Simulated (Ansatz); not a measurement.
SnPt:
```
CELL_PARAMETERS angstrom
      4.12373     0.00000     0.00000
     -2.06186     3.57125     0.00000
      0.00000     0.00000     5.44206
ATOMIC_POSITIONS crystal
  Sn 0.66667 0.33333 0.75000
  Sn 0.33333 0.66667 0.25000
  Pt 0.00000 0.00000 0.50000
  Pt 0.00000 0.00000 0.00000
```

Relaxed with PBEsol. Special points in fractions of this cell's reciprocal vectors: Γ (0.000, 0.000, 0.000); M (0.500, 0.000, 0.000); K (0.333, 0.333, 0.000); A (0.000, 0.000, 0.500); L (0.500, 0.000, 0.500); H (0.333, 0.333, 0.500).

**Question.** List the band energies nearest the Fermi level at these points for the program Ansatz at the PBEsol level (PAW).

**Answer.** In eV from the Fermi level; about four levels below and three above (degenerate sets whole), none deeper than 8.9 eV; points with the same levels are listed once.

```json
[
 {"k": "Γ", "below": "-3.22 -3.22 -1.90 -1.90", "above": "1.27 1.74 1.74"},
 {"k": "M", "below": "-1.97 -1.88 -1.81 -1.50", "above": "1.01 2.69 5.13"},
 {"k": "K", "below": "-2.37 -1.97 -1.97 -0.94", "above": "0.58 0.58 2.38 2.38"},
 {"k": "A", "below": "-3.37 -3.37 -3.37 -3.37", "above": "0.99 0.99 4.05 4.05 4.05 4.05"},
 {"k": "L", "below": "-2.97 -2.97 -2.58 -2.58", "above": "1.64 1.64 3.39 3.39"},
 {"k": "H", "below": "-1.45 -1.45 -1.08 -1.08", "above": "6.32 6.32 7.40 7.40"}
]
```

Space group P6_3/mmc (NiAs type). The workflow started from a Materials Project entry (that database holds measured and hypothetical structures alike); the Crystallography Open Database files this formula in space group No. 194, but the cells were not matched. Its standing as an ambient phase is unchecked. Symmetry was held in the PBEsol relaxation; its stability against distortions is not shown here. No spin polarisation was allowed. Spin–orbit coupling is left out wherever it is not named.

Potentials: the later of the program's two PAW sets.
